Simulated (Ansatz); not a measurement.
## Relaxing carbon (diamond)

Computed with DFT, PBE, plane waves (420 eV) with PAW, scalar-relativistic (Ansatz).

k-point mesh 8×8×8, Fermi-Dirac smearing 0.05 eV, no spin polarisation. Cell and atoms relax.

Starting structure:

```yaml
crystal:
  lattice:
    - [0.0, 1.7834, 1.7834]
    - [1.7834, 0.0, 1.7834]
    - [1.7834, 1.7834, 0.0]
  atoms:
    - { symbol: C, position: [0.5, 0.5, 0.5] }
    - { symbol: C, position: [0.75, 0.75, 0.75] }
hamiltonian:
  xc: pbe
  pseudopotentials:
    kind: paw
    azcp:
      C: "pseudopotentials/C.paw.azcp"
basis:
  ecutwfc: 420
  fft_grid_basis: typed
kpoints:
  mp_grid: { grid: [8, 8, 8], shift: [0, 0, 0] }
magnetization:
  spin_polarized: false
scf:
  occupations: { method: fermi_dirac, width: 0.05 }
relax:
  max_steps: 60
  f_tol: 0.01
  cell: {}
```

The pressure at the start is 1.8 GPa. By how much does the volume change?

From 5.67 to 5.70 Å³ per atom, 0.4 %. The final cell has a = 3.572 Å.

How much energy does the relaxation gain?

0.2 meV per atom.

Path of the relaxation (the plane waves are chosen anew near the end, which can shift the energy a little):

```json
{"step": "0", "E − E(final) (meV/atom)": "0.20", "V (Å³/atom)": "5.672", "P (GPa)": "1.77", "max force (eV/Å)": "0.000"}
{"step": "1", "E − E(final) (meV/atom)": "0.19", "V (Å³/atom)": "5.686", "P (GPa)": "0.68", "max force (eV/Å)": "0.000"}
{"step": "2", "E − E(final) (meV/atom)": "0.23", "V (Å³/atom)": "5.695", "P (GPa)": "0.00", "max force (eV/Å)": "0.000"}
{"step": "3", "E − E(final) (meV/atom)": "0.00", "V (Å³/atom)": "5.695", "P (GPa)": "0.05", "max force (eV/Å)": "0.000"}
{"step": "4", "E − E(final) (meV/atom)": "0.00", "V (Å³/atom)": "5.695", "P (GPa)": "0.00", "max force (eV/Å)": "0.000"}
{"step": "5", "E − E(final) (meV/atom)": "0.00", "V (Å³/atom)": "5.695", "P (GPa)": "0.00", "max force (eV/Å)": "0.000"}
```
